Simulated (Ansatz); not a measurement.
An Ansatz (a program for electronic structure) run. Input:

Ansatz 0.2 input:
```yaml
crystal:
  lattice:
    - [4.2734737486, 0.0, 0.0]
    - [-2.1367368743, 3.7009368287, 0.0]
    - [0.0, 0.0, 4.3795644003]
  atoms:
    - { symbol: La, position: [0.0, 0.0, 0.0] }
    - { symbol: Ga, position: [0.6666666667, 0.3333333333, 0.5] }
    - { symbol: Ga, position: [0.3333333333, 0.6666666667, 0.5] }
kpoints:
  mp_grid: { grid: [8, 8, 7] }
  band_path:
    path:
      - [[0.0, 0.0, 0.0], [0.5, 0.0, 0.0], [0.3333333333, 0.3333333333, 0.0], [0.0, 0.0, 0.0], [0.0, 0.0, 0.5], [0.5, 0.0, 0.5], [0.3333333333, 0.3333333333, 0.5], [0.0, 0.0, 0.5]]  # Γ-M-K-Γ-A-L-H-A
      - [[0.5, 0.0, 0.5], [0.5, 0.0, 0.0]]  # L-M
      - [[0.3333333333, 0.3333333333, 0.5], [0.3333333333, 0.3333333333, 0.0]]  # H-K
    npoints: 8
basis: { xc_grid: 2 }
hamiltonian:
  xc: pbesol
  pseudopotentials: { kind: paw }
magnetization: { noncollinear: true, spin_orbit: true }
scf:
  n_extra_bands: 13
  convergence: { dr2_threshold: 0.0000000001 }
  occupations: { method: gaussian, width: 0.05 }
output: { eigenvalues: true }
```

Output (shortened):

```
Pseudopotentials: kind: paw_fr
Pseudopotential: La, paw_fr, valence charge 11
Pseudopotential: Ga, paw_fr, valence charge 13
Functional definition: PBEsol
non-collinear run that drives no moment, with spin-orbit …
Crystal: 3 atoms, lattice volume = 69.267 Å³
Basis set: ecut = 420 eV, 1341 PW (Γ), exchange–correlation on 60×60×60 points (8 copies of the dense FFT grid, shifted against one another)
Bands: 50, of which v1, the nominal top of the filled ones, is band 37 counted from 1 (36 counted from 0)
Symmetry: 24 space group operations + 24 with time reversal
k-points: 40 of 448
Projection manifold: j_resolved (fully-relativistic pseudo-atomic orbitals)
PAW frozen core: La, regenerated for the run's functional, and the local potential with it
PAW frozen core: Ga, regenerated for the run's functional, and the local potential with it
Initial density: superposition of atomic densities (chi_scale 0.1, normalization cell, long waves kept (reshape's long-wave potential 0.00 eV rms))
Initial wavefunctions: pseudopotential atomic-orbital guess
Eigensolver: davidson
Functional: x = pbesol(κ = 0.804, μ = 0.12345679012345678), c = pbesol(β = 0.046)
SCF iter   1: F=—  HF=-13655.891334 eV  |F-HF|=—  |Δ(HF+E_count)|=         —  Δρ=4.67e-2  dr2=1.93e0  dr2_m=0.00e0 (ungated)  ethr=3.10e-3  |M|=0.00e0 ∫|m|=0.00e0 μB  |m|>n=0.0e0 m-floor=0.0e0 τ_xc=0.0e0  β_m=0.30  ⟨swp⟩=5.0  Hψ=4563  notcnv=0
all-band conjugate gradients solve this SCF's bands
preconditioner: auto → Kerker (q_TF=auto, 2.458 Å⁻¹)
spin=Noncollinear: Kerker preconditioning applied to the charge; magnetization (m_x, m_y, m_z) channels mix plain (no charge-response kernel on spin).
SCF iter   2: F=—  HF=-13655.454937 eV  |F-HF|=—  |Δ(HF+E_count)|=   4.36e-1  Δρ=2.81e-2  dr2=7.55e-1  dr2_m=0.00e0 (ungated)  ethr=3.10e-3  |M|=0.00e0 ∫|m|=0.00e0 μB  |m|>n=0.0e0 m-floor=0.0e0 τ_xc=0.0e0  β_m=0.44  ⟨swp⟩=2.5  Hψ=1878  notcnv=0  defer=120
SCF iter   3: F=—  HF=-13655.255145 eV  |F-HF|=—  |Δ(HF+E_count)|=   2.00e-1  Δρ=1.35e-2  dr2=1.70e-1  dr2_m=0.00e0 (ungated)  ethr=2.04e-3  |M|=0.00e0 ∫|m|=0.00e0 μB  |m|>n=0.0e0 m-floor=0.0e0 τ_xc=0.0e0  β_m=0.54  ⟨swp⟩=3.1  Hψ=1392  notcnv=0  defer=194
SCF iter   4: F=—  HF=-13655.206935 eV  |F-HF|=—  |Δ(HF+E_count)|=   4.82e-2  Δρ=2.87e-3  dr2=4.22e-3  dr2_m=0.00e0 (ungated)  ethr=4.59e-4  |M|=0.00e0 ∫|m|=0.00e0 μB  |m|>n=0.0e0 m-floor=0.0e0 τ_xc=0.0e0  β_m=0.77  ⟨swp⟩=3.0  Hψ=1661  notcnv=0  defer=274
SCF iter   5: F=—  HF=-13655.208929 eV  |F-HF|=—  |Δ(HF+E_count)|=   1.99e-3  Δρ=5.40e-4  dr2=2.79e-4  dr2_m=0.00e0 (ungated)  ethr=1.14e-5  |M|=0.00e0 ∫|m|=0.00e0 μB  |m|>n=0.0e0 m-floor=0.0e0 τ_xc=0.0e0  β_m=0.85  ⟨swp⟩=2.0  Hψ=1707  notcnv=0  defer=274
SCF iter   6: F=—  HF=-13655.208875 eV  |F-HF|=—  |Δ(HF+E_count)|=   5.43e-5  Δρ=1.86e-4  dr2=5.98e-5  dr2_m=0.00e0 (ungated)  ethr=7.55e-7  |M|=0.00e0 ∫|m|=0.00e0 μB  |m|>n=0.0e0 m-floor=0.0e0 τ_xc=0.0e0  β_m=0.92  ⟨swp⟩=2.3  Hψ=1556  notcnv=0  defer=274
SCF iter   7: F=—  HF=-13655.208869 eV  |F-HF|=—  |Δ(HF+E_count)|=   6.45e-6  Δρ=3.85e-5  dr2=2.75e-6  dr2_m=0.00e0 (ungated)  ethr=1.62e-7  |M|=0.00e0 ∫|m|=0.00e0 μB  |m|>n=0.0e0 m-floor=0.0e0 τ_xc=0.0e0  β_m=0.96  ⟨swp⟩=2.8  Hψ=1522  notcnv=0  defer=274
SCF iter   8: F=—  HF=-13655.208868 eV  |F-HF|=—  |Δ(HF+E_count)|=   8.74e-7  Δρ=1.09e-5  dr2=1.02e-7  dr2_m=0.00e0 (ungated)  ethr=7.44e-9  |M|=0.00e0 ∫|m|=0.00e0 μB  |m|>n=0.0e0 m-floor=0.0e0 τ_xc=0.0e0  β_m=0.98  ⟨swp⟩=2.9  Hψ=1674  notcnv=0  defer=274
SCF iter  12: F=-13655.208868 eV  HF=-13655.208868 eV  |F-HF|=3.64e-12  |Δ(HF+E_count)|=  6.00e-11  Δρ=6.80e-8  dr2=3.41e-12  dr2_m=0.00e0 (ungated)  ethr=1.00e-12  |M|=0.00e0 ∫|m|=0.00e0 μB  |m|>n=0.0e0 m-floor=0.0e0 τ_xc=0.0e0  ⟨swp⟩=3.0  Hψ=2257  notcnv=0
SCF 1 converged in 12 iterations: F = -13655.208868 eV  dr2 = 3.41e-12
NSCF: frozen V_eff on 75 k-points
SCF converged after 12 iterations
Magnetization: |M| = 0.0000 μB,  M = (+0.0000, +0.0000, +0.0000) μB
Absolute magnetization: 0.0000 μB (∫|m|)
  site 0: m = (+0.0000, +0.0000, +0.0000) μB, |m| = 0.0000 μB  (R = 1.36 Å)
  site 1: m = (+0.0000, +0.0000, +0.0000) μB, |m| = 0.0000 μB  (R = 1.02 Å)
  site 2: m = (+0.0000, +0.0000, +0.0000) μB, |m| = 0.0000 μB  (R = 1.02 Å)
Free energy (F): -13655.208868 eV
Harris-Foulkes:  -13655.208868 eV  (|F-HF|=3.64e-12)
Internal energy: -13655.205079 eV  (E = F + TS)
E sigma→0 (E₀):  -13655.206973 eV
Entropy (-TS):   -0.003789 eV (-1.263 meV/atom)
Fermi energy:    10.683671 eV
--- Per-component energies (eV) ---
  E_band       = -80.065832
  E_kinetic    = 425.360060
  E_local      = -4341.887090  (includes V_loc(G=0)·N_el)
  E_nonlocal   = 943.385664
  E_hartree    = 2018.986023
  E_xc         = -277.479225
  E_vxc        = -266.031139  (∫ρ·V_xc dr)
  E_paw        = -9227.572938  (= ΣΔE_a)
  E_vpaw       = -878.865184  (= ΣTr[D̂ρ^β])
  E_aug_tail   = -0.000208  (compensation charges beyond the density's cutoff)
  E_ewald      = -3197.899559
  E_core_change = 1.902194  (= ΣΔE_core)
  E_smearing   = -0.003789  (= −TS)
  E_closure    =  0.000000  (closes the sum)
  Σ components = -13655.208868   (vs F -13655.208868, Δ=0.00e0)
  [band-id]    e_kinetic+e_local+e_nonlocal+2·e_hartree+e_vxc+e_vpaw+e_augmentation_tail = -80.065851   (vs E_band -80.065832, Δ=-1.89e-5)
--- Band table (eV; the first three rows and the last of 40) ---
  k-point 0: bands = ["-21.6210", "-21.6210", "-6.9650", "-6.9650", "-4.5753", "-4.5753", "-4.4819", "-4.4819", "-3.9486", "-3.9486", "-3.9085", "-3.9085", "-3.8659", "-3.8659", "-3.7884", "-3.7884", "-3.5308", "-3.5308", "-3.4325", "-3.4325", "-3.3931", "-3.3931", "-3.3291", "-3.3291", "-3.2801", "-3.2801", "-3.2741", "-3.2741", "1.6265", "1.6265", "10.0147", "10.0147", "10.0543", "10.0543", "10.4158", "10.4158", "10.7096", "10.7096", "11.2210", "11.2210", "12.6059", "12.6059", "12.6586", "12.6586", "12.9143", "12.9143", "12.9769", "12.9769", "13.2149", "13.2149"]
  k-point 1: bands = ["-21.6185", "-21.6185", "-6.9811", "-6.9811", "-4.6342", "-4.6342", "-4.4729", "-4.4729", "-3.9475", "-3.9475", "-3.8969", "-3.8969", "-3.8666", "-3.8666", "-3.7996", "-3.7996", "-3.5307", "-3.5307", "-3.4397", "-3.4397", "-3.3905", "-3.3905", "-3.3344", "-3.3344", "-3.2728", "-3.2728", "-3.2678", "-3.2678", "1.8278", "1.8278", "9.4406", "9.4406", "10.1425", "10.1425", "10.1846", "10.1846", "11.3375", "11.3375", "11.4053", "11.4053", "12.4766", "12.4766", "12.5490", "12.5490", "12.8603", "12.8603", "12.9549", "12.9549", "13.2089", "13.2089"]
  k-point 2: bands = ["-21.6131", "-21.6131", "-7.0190", "-7.0190", "-4.7518", "-4.7518", "-4.4519", "-4.4519", "-3.9441", "-3.9441", "-3.8759", "-3.8759", "-3.8681", "-3.8681", "-3.8261", "-3.8261", "-3.5305", "-3.5305", "-3.4527", "-3.4527", "-3.3837", "-3.3837", "-3.3469", "-3.3469", "-3.2699", "-3.2699", "-3.2437", "-3.2437", "2.3203", "2.3203", "8.2326", "8.2326", "10.4963", "10.4963", "10.5482", "10.5482", "11.6760", "11.6760", "12.0481", "12.0481", "12.1294", "12.1294", "12.1811", "12.1811", "12.7251", "12.7251", "12.8521", "12.8521", "13.1473", "13.1473"]
  k-point 39: bands = ["-21.5783", "-21.5783", "-7.1251", "-7.1251", "-4.8530", "-4.8530", "-4.7390", "-4.7390", "-3.9851", "-3.9851", "-3.9593", "-3.9593", "-3.8521", "-3.8521", "-3.8117", "-3.8117", "-3.5041", "-3.5041", "-3.4346", "-3.4346", "-3.3500", "-3.3500", "-3.2859", "-3.2859", "-3.2391", "-3.2391", "-3.1464", "-3.1464", "4.0425", "4.0425", "4.8936", "4.8936", "8.8001", "8.8001", "9.9625", "9.9625", "10.2674", "10.2674", "12.7102", "12.7102", "12.7499", "12.7499", "12.8275", "12.8275", "12.9931", "12.9931", "13.0923", "13.0923", "13.1076", "13.1076"]
  band table: 50 of 50 bands, residual norms ≤ 1.0e-3 eV
```

Cost: roughly 70 core-seconds on shared cores.

Space group P6/mmm. The workflow started from an entry of the Crystallography Open Database (COD, 293 K). Its standing as an ambient phase is unchecked. The cell was relaxed with PBEsol under the symmetry of its start; of distortions, only those at the zone centre were tested. Axis ratios of metals converge slowly with the k-mesh, so a and c are less sure than the volume.

Potentials: the later of the program's two PAW sets.

Ansatz is a plane-wave DFT program.
